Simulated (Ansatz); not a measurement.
Polymorphs of ZnO, each relaxed with the program Ansatz at the r²SCAN level (PAW):

A: Pm-3n, a = 5.5800 Å, b = 5.5800 Å, c = 5.5800 Å, α = 90.00°, β = 90.00°, γ = 90.00°

B: NiAs type (P6_3/mmc), a = b = 2.977 Å, c = 5.126 Å, α = β = 90.00°, γ = 120.00°

C: wurtzite (P6_3mc), a = 3.235 Å, b = 3.235 Å, c = 5.212 Å, α = 90.00°, β = 90.00°, γ = 120.00°

D: CsCl type (Pm-3m), a = 2.646 Å, b = 2.646 Å, c = 2.646 Å, α = 90.00°, β = 90.00°, γ = 90.00°

E: P4_2/mmc, a = b = 2.9713 Å, c = 5.3563 Å, α = β = γ = 90.00°

Question: Rank these by energy per atom at 0 K (lowest first), as r²SCAN gives it.

Answer: C (+0 meV/atom), A (+102 meV/atom), B (+196 meV/atom), E (+347 meV/atom), D (+742 meV/atom)

Question: Give each one's gap.

Answer: A 1.38 eV; B 1.36 eV; C 1.24 eV; D no gap; E no gap.

Constructed cells (a structure type filled with these elements, in neither database checked): D; E. Typed or built starts, not in the databases checked: A. Not the usual ambient phase: A; B; D; E. Unstable at this level: D. All cells were relaxed under the symmetry of their starts (and spin orders); stability against distortions was not tested throughout.

Energies hold the estimated change up to a 700 eV cutoff; steps of a few meV lie near the error of the meshes.

Potentials: the later of the program's two PAW sets.
